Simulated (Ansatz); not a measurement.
TaS2 (CdI2 type)

```
CELL_PARAMETERS angstrom
      3.32882     0.00000     0.00000
     -1.66441     2.88285     0.00000
      0.00000     0.00000     5.78549
ATOMIC_POSITIONS crystal
  Ta 0.00000 0.00000 0.00000
  S  0.33333 0.66667 0.26700
  S  0.66667 0.33333 0.73300
```

Two coordinates are scanned: the volume, and the ratio of the stretch along z (the conventional c axis) to the stretch across it. Atoms keep their fractional coordinates.

These are PBE-D3(BJ) (plane waves to 420 eV, PAW, scalar-relativistic; Ansatz, a quantum-chemistry and plane-wave program) values and carry that method's errors. k mesh 16×16×8 (Γ-centred), Fermi-Dirac smearing 0.05 eV. The energy includes the smearing's −TS. Compression counts positive. As the atoms are clamped, bonds stretch with the cell, which overstates energies and stresses. With partly filled bands, the response to shear is sensitive to the k mesh, so small differences along c/a are uncertain. Spin-orbit coupling is left out, though Ta is heavy. TaS2 is run without spin polarisation. TaS2 was relaxed with its symmetry unable to fall. ΔE is measured from the relaxed starting cell.

ΔE (meV/atom), with V/V₀ across and (c/a)/(c/a)₀ down:

```tsv
(c/a)/(c/a)₀ \ V/V₀	0.960	0.973	0.987	1.000	1.013	1.027	1.040
0.960	23	15	10	8	9	12	18
0.973	18	10	5	3	4	8	15
0.987	15	7	2	1	2	6	12
1.000	14	6	1	0	1	5	12
1.013	14	7	2	1	2	7	13
1.027	16	9	5	3	5	9	16
1.040	20	13	9	8	9	14	21
```

σzz − σxx (GPa), with V/V₀ across and (c/a)/(c/a)₀ down:

| (c/a)/(c/a)₀ \ V/V₀ | 0.960 | 0.973 | 0.987 | 1.000 | 1.013 | 1.027 | 1.040 |
|---|---|---|---|---|---|---|---|
| 0.960 | 5.4 | 5.1 | 4.9 | 4.8 | 4.6 | 4.4 | 4.2 |
| 0.973 | 3.8 | 3.6 | 3.4 | 3.2 | 3.0 | 2.9 | 2.7 |
| 0.987 | 2.2 | 2.0 | 1.8 | 1.6 | 1.5 | 1.3 | 1.2 |
| 1.000 | 0.5 | 0.3 | 0.2 | 0.0 | -0.1 | -0.3 | -0.4 |
| 1.013 | -1.3 | -1.4 | -1.5 | -1.7 | -1.8 | -1.9 | -2.0 |
| 1.027 | -3.1 | -3.2 | -3.3 | -3.4 | -3.5 | -3.6 | -3.6 |
| 1.040 | -4.9 | -5.0 | -5.1 | -5.2 | -5.2 | -5.3 | -5.3 |

Summary:

- Modulus against c/a change at fixed volume, (3/4V)·∂²E/∂(ln c/a)² (fit, atoms clamped): 62 GPa, an upper bound as the atoms could relax
- Lowest place on the grid: V/V₀ = 1.000, (c/a)/(c/a)₀ = 1.000 (0 meV/atom)
- Highest place on the grid: V/V₀ = 0.960, (c/a)/(c/a)₀ = 0.960 (23 meV/atom)

The 49 points together took about 4 core-minutes (a rough figure).

(A scan under strain: stresses follow from slopes of the energy per volume, elastic moduli from its curvatures.)
